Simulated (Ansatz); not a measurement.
## NaSb2Au and the effect of the functional

```
Na Sb Au
1.0
     4.35730    0.00000    0.00000
    -2.17865    3.77354    0.00000
     0.00000    0.00000    6.81847
Na Sb Au
1 2 1
Direct
  0.00000 0.00000 0.50000
  0.66667 0.33333 0.81632
  0.33333 0.66667 0.18368
  0.00000 0.00000 0.00000
```

The cell comes from a database or a generator and needn't be the stable form of this composition.

Kept alike: task band structure; k mesh 5 × 5 × 3; occupations fermi-dirac, width 0.05 eV; no spin polarisation. Program: Ansatz, Ansatz PAW. Cutoffs run from 420 to 500 eV. The mesh is that of the run's cell of 4 atoms. No spin-orbit coupling.

```csv
functional,pressure (GPa)
BLYP,3.40
LDA,-3.94
PBE,0.11
PBEsol,-2.37
RPBE,1.59
r2SCAN,-1.46
revPBE,1.24
```

Pressure is positive in compression, with a Pulay correction for the finite cutoff. For a metal such a mesh leaves the last digits unconverged. All rows use potentials made for PBE.

The pressure runs from -3.94 (LDA) to 3.40 GPa (BLYP). From PBE: BLYP +3.29; LDA -4.05; PBEsol -2.48; RPBE +1.48; r2SCAN -1.57; revPBE +1.13.
